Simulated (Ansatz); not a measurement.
## NaV3 in Ansatz, settings compared

input.yaml:

```yaml
crystal:
  lattice:
    - [4.854631, 0.0, 0.0]
    - [0.0, 4.854631, 0.0]
    - [0.0, 0.0, 4.854631]
  atoms:
    - { symbol: Na, position: [0.0, 0.0, 0.0] }
    - { symbol: V, position: [0.5, 0.0, 0.5] }
    - { symbol: V, position: [0.0, 0.5, 0.5] }
    - { symbol: V, position: [0.5, 0.5, 0.0] }
  symmetry: { tolerance: 0.0003 }
kpoints:
  mp_grid: { grid: [4, 4, 4], shift: [0, 0, 0] }
magnetization:
  spin_polarized: false
scf:
  occupations: { method: fermi_dirac }
hamiltonian:
  pseudopotentials: { kind: paw }
  xc: pbe
basis:
  ecutwfc: 420
output:
  forces: true
  stress: true
  eigenvalues: true
```

The command:

```bash
ansatz run input.yaml --threads 1 --pin off --max-ram 2560MiB --backend cpu --events-out ev --progress --plain --runs-dir out
```

Origin of the cell: a known structure type with other elements, at an estimated volume, so it need not be a known compound.

The smearing width isn't typed, so it takes its default of 0.1 eV.

Output of this run (shortened):

```
band count auto-derived: 30, from the close of a first SCF at 29 (N_el = 48.0; filled up to band 24; 29 by the electrons, moments and atoms)
Pseudopotentials: kind: paw
Pseudopotential: Na, paw, valence charge 9, recommended cutoff 420 eV (normal), Na.paw.azcp
Pseudopotential: V, paw, valence charge 13, recommended cutoff 420 eV (normal), V.paw.azcp
Functional definition: PBE
  exchange = pbe_x(kappa = kappa, mu = beta*pi^2/3)
  correlation = pbe_c(beta = beta)
Crystal: 4 atoms, lattice volume = 114.411 Å³
Basis set: ecut = 420 eV, 2205 PW (Γ), exchange–correlation on 72×72×72 points (8 copies of the dense FFT grid, shifted against one another)
Bands: 29, of which v1, the nominal top of the filled ones, is band 24 counted from 1 (23 counted from 0)
Symmetry: 48 space group operations
Space group: Pm-3m (ITA 221), of the structure as read, at distance tolerance 1.5e-3 Å
[… 5 lines left out …]
Initial density: superposition of atomic densities (neutral atoms: chi_scale 0, normalization atom), corrected by the library's trained network
Functional: x = pbe(κ = 0.804, μ = 0.219515), c = pbe(β = 0.066725)
SCF iter   1: F=—  HF=-10214.654910 eV  Δρ=5.86e-3  dr2=3.02e-2
SCF iter   2: F=—  HF=-10214.653398 eV  Δρ=1.72e-3  dr2=2.04e-3
SCF iter   3: F=—  HF=-10214.653657 eV  Δρ=1.05e-3  dr2=1.13e-3
SCF iter   4: F=—  HF=-10214.653686 eV  Δρ=2.39e-4  dr2=9.93e-5
SCF iter   5: F=—  HF=-10214.653592 eV  Δρ=1.50e-4  dr2=2.74e-5
SCF iter   6: F=—  HF=-10214.653585 eV  Δρ=3.62e-5  dr2=1.73e-6
SCF iter   7: F=—  HF=-10214.653585 eV  Δρ=1.27e-5  dr2=3.08e-7
SCF iter   8: F=-10214.653585 eV  HF=-10214.653585 eV  Δρ=5.13e-6  dr2=2.63e-8
SCF 2 converged in 6 iterations: F = -10214.654054 eV  dr2 = 2.11e-11
SCF converged after 14 iterations (8 of them on 29 bands)
Free energy (F): -10214.654054 eV
Harris-Foulkes:  -10214.654054 eV  (|F-HF|=3.64e-12)
Internal energy: -10214.184999 eV  (E = F + TS)
E sigma→0 (E₀):  -10214.419526 eV
Entropy (-TS):   -0.469055 eV (-117.264 meV/atom)
Fermi energy:    5.242084 eV
--- Per-component energies (eV) ---
  E_band       = -1082.057571
  E_kinetic    = 1096.364676
  E_local      = -5644.125821  (includes V_loc(G=0)·N_el)
  E_nonlocal   = -10.974074
  E_hartree    = 2316.489390
  E_xc         = -412.513546
  E_vxc        = -521.971711  (∫ρ·V_xc dr)
  E_paw        = -3602.652007  (= ΣΔE_a)
  E_vpaw       = -634.330397  (= ΣTr[D̂ρ^β])
  E_aug_tail   = 0.000794  (compensation charges beyond the density's cutoff)
  E_ewald      = -3956.774411
  E_smearing   = -0.469055  (= −TS)
  Σ components = -10214.654054   (vs F -10214.654054, Δ=0.00e0)
--- Forces (eV/Å), atoms counted from 1 ---
  atom   1  Na     0.000000     0.000000    -0.000000
  atom   2  V      0.000000    -0.000000     0.000000
  atom   3  V      0.000000    -0.000000     0.000000
  atom   4  V      0.000000     0.000000     0.000000
  max |Σ_I F_I| component: 0.0 eV/Å
--- Stress (GPa, compression-positive) ---
      -17.098141       0.000000       0.000000
        0.000000     -17.098141      -0.000000
        0.000000       0.000000     -17.098141
  P = ⅓ Tr σ = -17.0981 GPa (-170.981 kbar)
```

The same input was run again with these changes:

1. `hamiltonian.xc` pbe → b3lyp
2. `scf.mixing.algorithm` default → msr1; `scf.mixing.beta` default → 0.9; `scf.mixing.ndim` default → 4; `scf.initial_density.chi_scale` default → 0.0; `accuracy` default → low
3. `hamiltonian.pseudopotentials` { kind: paw } → { kind: paw, source: jth }; `scf.occupations.method` fermi_dirac → gaussian; `scf.occupations.width` default → 0.1
4. `kpoints.mp_grid.grid` [4, 4, 4] → [1, 1, 1]; `hamiltonian.dispersion` default → d3bjatm; `scf.occupations.width` default → 0.001

```tsv
run	end	SCF iterations	P (GPa)	max force component (eV/Å)	moment (μB)	ΔE(σ→0) (meV/atom)
base	converged	14	-17.10	0.000	–	0
1	converged	33	-16.98	0.000	–	–
2	converged	18	-17.10	0.000	–	0.00
3	converged	10	-17.34	0.000	–	–
4	converged	11	-25.02	0.000	–	–
```

Energies are compared only where functional, datasets, charge and starting cell are the same.

Not properties of the system: run 4 (too coarse or loose: `kpoints.mp_grid.grid` = [1, 1, 1]).

Caveats of the base run: no spin polarisation, so a magnetic state may lie lower; the k mesh is coarse if the cell is a metal.

Run 1: forces of this functional can be a tenth off on datasets made under PBE; the exchange threshold is loose for a stress.
Run 3: the cutoff lies below the datasets' advice.

The base run ran for 4.9 s on 1 thread of Arm Neoverse V2, with other jobs on the host, peak memory 0.35 GiB, from the program's own first density.
